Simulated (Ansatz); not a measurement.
The calculation used DFT PBE, scalar-relativistic, plane waves, PAW (Ansatz). All cells share a 420 eV cutoff and Γ-centred k meshes spaced at most about 0.3 Å⁻¹ (about 0.25 or finer for metals, 2π included). No spin polarisation in the final relaxations.

These are static total energies at zero pressure.

Two relaxed structures of Mg3SeO:

A. Space group Pm-3m (No. 221), cubic, a = 4.437 Å. Mg has 2 O at 2.22 Å, 4 Se at 3.14 Å and 8 Mg at 3.14 Å; around Se lie 12 Mg at 3.14 Å; around O lie 6 Mg at 2.22 Å.

B. Space group P4mm (No. 99), tetragonal, a = 4.108 Å, c = 6.936 Å. Mg on a site of symmetry 2mm has 2 O at 2.07 Å and 2 Se at 2.64 Å; Mg on a site of symmetry 4mm is surrounded by 1 Se at 2.57 Å; around Se lie 5 Mg at 2.57–2.64 Å; around O lie 4 Mg at 2.07 Å.

Question: Which form is favoured at zero pressure, and by what margin per atom?

Answer: B is lower, by 113 meV/atom. A has the antiperovskite type, space group Pm-3m (No. 221), 17.5 Å³/atom and no gap on its mesh; B has space group P4mm (No. 99), 23.4 Å³/atom and no gap. Counting O or Se atoms around Mg (for each partner element, those within 1.25 times its shortest distance or 1.15 times the sum of covalent radii, where it is the nearest in units of that sum or under 1.3; a slash parts the counts of unlike sites), A has Mg 6 and B has Mg 1/4. The lower one is the more open, so pressure narrows the difference. Both come from invented guesses.

Cells relaxed within their symmetry can be saddle points.
